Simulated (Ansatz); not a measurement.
RuC (CsCl type), relaxed with PBE (Ansatz, a program for electronic structure, plane waves, PAW): a = 2.6592 Å, b = 2.6592 Å, c = 2.6592 Å, α = 90.00°, β = 90.00°, γ = 90.00°.

| Property | Result |
|---|---|
| ΔH_f (eV/atom) | 1.16 |
| B₀ by P(V) fit (GPa) | 342 |

### Question
The same phase is relaxed and computed with PBEsol in the same code. What are the cell and these values now?

### Answer
a = b = c = 2.633 Å, α = β = γ = 90.00°.

- ΔH_f (eV/atom) = 1.06
- B₀ by P(V) fit (GPa) = 378

Constructed cells (a structure type filled with these elements, in neither database checked): RuC, CsCl type. Unstable at this level: RuC, CsCl type with PBEsol. All cells were relaxed under the symmetry of their starts (and spin orders); stability against distortions was not tested throughout. Rows with no word on spin ran without spin polarisation. Spin–orbit coupling is left out wherever it is not named.

Potentials: the later of the program's two PAW sets.

Ansatz is a plane-wave DFT program.

Formation energies count from the lowest solids of the elements computed at the same level, not from gases.
